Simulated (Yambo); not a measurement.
Absorption of NaCl (rock salt, space group Fm-3m, No. 225) with and without the electron-hole interaction (Yambo, PBEsol bands; 10×10×10 mesh, 3 valence and 4 conduction bands, static screening with 22 bands and a 4 Ry block, scissor 3.10 eV, Tamm-Dancoff; field along x).

```csv
E (eV),"Im ε, BSE","Im ε, independent quasiparticles"
6.32,0.27,0.04
6.42,0.33,0.04
6.52,0.40,0.04
6.62,0.51,0.04
6.72,0.68,0.04
6.82,0.94,0.05
6.92,1.42,0.05
7.02,2.34,0.05
7.12,4.32,0.05
7.22,7.64,0.06
7.32,7.57,0.06
7.42,4.41,0.07
7.52,2.70,0.08
7.62,2.19,0.08
7.72,2.36,0.10
7.82,2.28,0.11
7.92,1.83,0.14
8.02,1.87,0.18
8.13,2.49,0.23
8.23,3.22,0.26
8.33,3.49,0.35
8.43,2.83,0.52
8.53,2.32,0.65
8.63,2.29,0.66
8.73,2.46,0.62
8.83,2.39,0.60
8.93,2.88,0.67
9.03,3.63,0.77
9.13,3.08,0.83
9.23,2.19,1.03
9.33,2.04,1.28
9.43,2.29,1.05
9.53,2.21,0.82
9.63,2.10,0.78
9.73,2.00,0.96
9.83,1.90,1.29
9.93,2.16,1.53
10.03,2.68,1.80
10.13,3.49,1.92
10.23,4.39,1.79
10.33,4.96,1.67
10.43,4.57,1.96
10.53,3.54,2.40
10.63,3.12,2.87
10.73,2.96,3.17
10.83,3.01,3.06
10.93,3.05,2.71
11.03,3.26,2.65
11.13,3.08,3.06
11.23,2.86,3.71
11.33,2.49,4.16
11.44,2.27,4.15
11.54,1.92,4.10
11.64,1.91,4.23
11.74,2.08,4.34
11.84,2.42,4.50
11.94,2.43,4.85
12.04,2.61,4.83
12.14,2.68,4.13
12.24,2.72,3.37
12.34,2.79,3.01
12.44,2.97,3.05
12.54,3.20,2.99
12.64,3.38,3.27
12.74,2.94,3.82
12.84,2.66,4.15
12.94,2.54,3.90
13.04,2.35,3.56
13.14,2.27,3.62
13.24,2.04,3.88
```

The scissor comes from a G0W0 run whose convergence isn't established. Broadening 0.15 eV. The band window holds all transitions up to 15.2 eV. Fine structure above the onset can come from the mesh.

Geometry relaxed with PBEsol; primitive cell a = b = c = 3.962 Å, α = β = γ = 60.00°.
